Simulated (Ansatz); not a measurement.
BaF2:
```xyz
6
Lattice="4.4026 0.0000 0.0000 -2.2013 3.8127 0.0000 0.0000 0.0000 6.0081" Properties=species:S:1:pos:R:3 pbc="T T T"
Ba     0.0000     2.5418     1.5020
Ba     2.2013     1.2709     4.5061
F      0.0000     0.0000     3.0041
F      0.0000     0.0000     0.0000
F      2.2013     1.2709     1.5020
F      0.0000     2.5418     4.5061
```

Relaxed with r²SCAN.

Map the electron localisation function on the plane through (0.333, 0.667, 0.250) spanned by u = [0, 0, 1] and v = [1, -1, 0] in lattice vectors, from r²SCAN (plane waves, PAW; program Ansatz).

x is the fraction of u, y of v (the angle between them is 90°; rows are the nearest grid lines); atoms in the plane: Ba at (0.00, 0.00), Ba at (0.50, 0.33), F at (0.25, 0.67), F at (0.75, 0.67), F at (0.00, 0.33), F at (0.50, 0.00).
```
|0017997201589864689851028997100|
|2379997100378988898740017999732|
|8899985100257899987520015899988|
|9998520000001355531000000258999|
|3210001232100000000012321000123|
|0000135666420000000246665310000|
|0014789999875100015789999874100|
|0037897557987300037897557987300|
|0037897557987300037897557987300|
|0025789889875200025789889875200|
|0001357776420000000246777531000|
|0000023442100011100012443200000|
|4321000000147899987410000001234|
|7764100001589999999851000014677|
|8998630016999854589996100368998|
|4689851027997200027998201589864|
|5689851027998200028997201589865|
|9988630016999876789996100368899|
|3321100001578999998751000011233|
|1000000000124556554210000000001|
|8887631000001112111000001367888|
|7899985100257899987520015899987|
|2379997100478988898740017999732|
|0017997201589864689851028997100|
```
Scale: ten equal steps from -0.001 (start of '0') to 0.896 (end of '9'), in the order '0123456789'; x runs from 0.000 to 1.00, y from 0.000 (bottom) to 1.00 (top).

The density is the valence pseudo-density with augmentation charge, so density and ELF within about 1 Å of a nucleus are not all-electron values.

Space group P6_3/mmc. The workflow started from a Materials Project entry (that database holds measured and hypothetical structures alike); the Crystallography Open Database copy checked does not list it. It is not the phase usual at ambient conditions (space group No. 225). Symmetry was held in the r²SCAN relaxation; its stability against distortions is not shown here. Scalar-relativistic: spin–orbit coupling is off unless named, which matters more the heavier the elements.

Potentials: the later of the program's two PAW sets.
